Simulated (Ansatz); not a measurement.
This Mg2CdSe3 structure is the end of a relaxation. The cell was found from a structure generator's guess, not taken from experiment.

All numbers below come from DFT PBE, scalar-relativistic, plane waves, PAW in Ansatz 0.2.0. Cutoff 420 eV, Γ-centred mesh, Gaussian smearing, no spin polarisation.

```
Mg Cd Se
1.0
    -1.97765    1.97765    8.40246
     1.97765   -1.97765    8.40246
     1.97765    1.97765   -8.40246
Mg Cd Se
2 1 3
Cartesian
  0.0000 0.0000 14.0003
  0.0000 0.0000 2.8046
  0.0000 0.0000 8.4025
  0.0000 0.0000 0.0000
  0.0000 0.0000 11.2520
  0.0000 0.0000 5.5529
```

Energies over the elements count from the elements' standard structures at the same level, with no fitted energy shifts.

(1) What space group does it have?

(2) What is its formation energy per atom?

(3) Is it a metal?

Results:

(1) I4/mmm (No. 139), with Mg and Cd ordered on rock salt sites. Conventional cell: a = 3.955 Å, c = 16.805 Å. Mg has 6 Se at 2.75–2.80 Å; Cd has 6 Se at 2.80–2.85 Å; Se on a site of symmetry 4/mmm has 4 Cd at 2.80 Å and 2 Mg at 2.80 Å; Se on a site of symmetry 4mm has 5 Mg at 2.75–2.80 Å and 1 Cd at 2.85 Å.

(2) −0.974 eV/atom. It lies below the elements, which doesn't yet make it stable against other compounds or structures.

(3) No, the gap on the 10×10×10 mesh is 0.60 eV.

The last run used a 10×10×10 mesh for its 6-atom cell and Gaussian smearing of 0.02 eV. Kohn–Sham gaps at this level usually fall short of measured ones. The reference form of Se is held partly by dispersion forces, which this level lacks. A structure relaxed within its symmetry needn't be a true minimum.
